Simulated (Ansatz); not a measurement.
HgTe (zinc blende)

```
HgTe
1.0
    0.00000     6.65066     6.65066
    3.32533     0.00000     3.32533
    3.32533     3.32533     0.00000
Te Hg
2 2
Cartesian
  4.98799   4.98799   4.98799
  4.98799   8.31332   8.31332
  0.00000   0.00000   0.00000
  0.00000   3.32533   3.32533
```

Scan: atom 2 (Te, nearest neighbour Hg at 2.880 Å; its periodic images, 4.7 Å or more away, move with it) is displaced along Cartesian z, direction (0.000, 0.000, 1.000) in Cartesian axes, by s. The other atoms stay.

Level of theory: PBE (plane waves to 420 eV, PAW, scalar-relativistic; Ansatz, an electronic-structure program). k mesh 5×10×10 (Γ-centred), Fermi-Dirac smearing 0.05 eV. The energy includes the smearing's −TS. With partly filled bands, energies and forces of such displacements shift with the k mesh and the smearing. At this level the bands of HgTe touch or barely overlap. HgTe was relaxed with its symmetry unable to fall. Spin-orbit coupling is left out, though Hg and Te are heavy. The relaxed volume of HgTe is well above the measured one; the method has no dispersion term. The zero of ΔE is the undisplaced structure. The last digit holds for this mesh only.

```json
[
 {"s (Å)": "-0.290", "ΔE (meV/cell)": "164.5"},
 {"s (Å)": "-0.232", "ΔE (meV/cell)": "105.1"},
 {"s (Å)": "-0.174", "ΔE (meV/cell)": "withheld"},
 {"s (Å)": "-0.116", "ΔE (meV/cell)": "26.1"},
 {"s (Å)": "-0.058", "ΔE (meV/cell)": "6.5"},
 {"s (Å)": "0.000", "ΔE (meV/cell)": "0.0"},
 {"s (Å)": "0.058", "ΔE (meV/cell)": "6.4"},
 {"s (Å)": "0.116", "ΔE (meV/cell)": "25.5"},
 {"s (Å)": "0.174", "ΔE (meV/cell)": "57.0"},
 {"s (Å)": "0.232", "ΔE (meV/cell)": "100.7"},
 {"s (Å)": "0.290", "ΔE (meV/cell)": "156.2"}
]
```

**Question.** Fit a polynomial form (powers 2, 3, 4) to the given rows and predict ΔE at s = -0.174.

**Answer.** Least squares on the 10 given rows: ΔE = (1919)·s² + (-171.7)·s³ + (-147.0)·s⁴, in meV/cell with s in Å; root-mean-square residual 0.04 meV/cell. At -0.174 the fit gives 58.9 meV/cell; the calculation gives 59.0 meV/cell, so the interpolation is off by -0.1 (-0.2 %). The quadratic term alone would give 58.1 meV/cell.

(For displaced atoms, the force is minus the slope of the energy, and its curvature is a force constant, which sets phonon frequencies.)
